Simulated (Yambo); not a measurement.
```
LiBr
1.0
    0.00000     2.68591     2.68591
    2.68591     0.00000     2.68591
    2.68591     2.68591     0.00000
Li Br
1 1
Direct
  0.00000   0.00000   0.00000
  0.50000   0.50000   0.50000
```

The PBEsol cell relaxed from Materials Project entry mp-23259 was given an isotropic strain of -0.7 % on all lattice vectors, and the atoms were relaxed again.

Q: Where are the main features of Im ε from RPA with local fields on PBEsol bands shifted by a G0W0 scissor of 2.41 eV (Yambo; 16×16×16 mesh, 27 bands, 4 Ry local-field block, 0.2 eV broadening; field along x)?

A: Peaks at 10.2 eV (5.8), heights in brackets. Structure narrower than a few tenths of an eV can come from the finite k mesh. Convergence of the RPA response with its 16×16×16 mesh was not tested. The scissor comes from a G0W0 run whose convergence isn't established. No excitonic effects at this level. 

Spin-orbit coupling is not included.
